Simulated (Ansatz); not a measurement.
Starting cell, LiCl (rock salt):

```xyz
2
Lattice="0.0000 2.5752 2.5752 2.5752 0.0000 2.5752 2.5752 2.5752 0.0000" Properties=species:S:1:pos:R:3 pbc="T T T"
Cl     0.0000     0.0000     0.0000
Li     2.5752     2.5752     2.5752
```

The atoms are displaced by Q × the pattern below (from a DFPT mode at Γ, largest move 1; Q in Å), at fixed cell. It is one choice among 3 degenerate patterns.

```csv
atom,x,y,z
Cl1,0.000,0.000,-0.196
Li2,0.000,0.000,1.000
```

Computed with PBE (plane waves to 420 eV, PAW, scalar-relativistic; Ansatz, a program for electronic structure). k mesh 11×11×11 (Γ-centred), Fermi-Dirac smearing 0.05 eV. LiCl was relaxed with its symmetry unable to fall. 

| Q (Å) | −dE/dQ from forces (eV/Å) |
|---|---|
| -0.100 | 0.098 |
| -0.083 | 0.078 |
| -0.067 | 0.061 |
| -0.050 | 0.044 |
| -0.033 | 0.029 |
| -0.017 | 0.014 |
| 0.000 | 0.000 |
| 0.017 | -0.014 |
| 0.033 | -0.029 |
| 0.050 | -0.044 |
| 0.067 | -0.061 |
| 0.083 | -0.078 |
| 0.100 | -0.098 |

### Question
What harmonic wavenumber does the curvature at Q = 0 give?

### Answer
167 cm⁻¹. E″ = 0.85 eV/Å², M = Σ mᵢ|uᵢ|² = 8.3 u, ν̃ = 521.5·√(|E″|/M).

(A displaced cell: forces are minus the slopes of the energy, force constants its curvatures, and phonons follow from these.)
